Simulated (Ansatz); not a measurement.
Relaxed TaN (rock salt):

```xyz
2
Lattice="0.0000 2.2081 2.2081 2.2081 0.0000 2.2081 2.2081 2.2081 0.0000" Properties=species:S:1:pos:R:3 pbc="T T T"
N      0.0000     0.0000     0.0000
Ta     2.2081     2.2081     2.2081
```

The numbers are results of PBE (plane waves to 420 eV, PAW, scalar-relativistic; Ansatz, a first-principles code), not measurements. k mesh 15×15×15 (Γ-centred), Fermi-Dirac smearing 0.05 eV. With partly filled bands, energies and forces of such displacements shift with the k mesh and the smearing. Spin-orbit coupling is left out, though Ta is heavy. TaN is run without spin polarisation. TaN was relaxed with its symmetry unable to fall. The PAW data are Ansatz's earlier set. This is a high-temperature form of TaN.

One atom of the cell was then moved (with its periodic images), all else fixed, and the forces (eV/Å) came out as:

```csv
atom,Fx,Fy,Fz
N1,1.063,1.063,0.000
Ta2,-1.063,-1.063,0.000
```

With two atoms only their relative shift counts; take N1 as fixed.

### Question
Which atom was moved, and by which vector (Å)?

### Answer
Ta2, by (0.12, 0.12, 0.00), 0.18 Å in all.

(For displaced atoms, the force is minus the slope of the energy, and its curvature is a force constant, which sets phonon frequencies.)
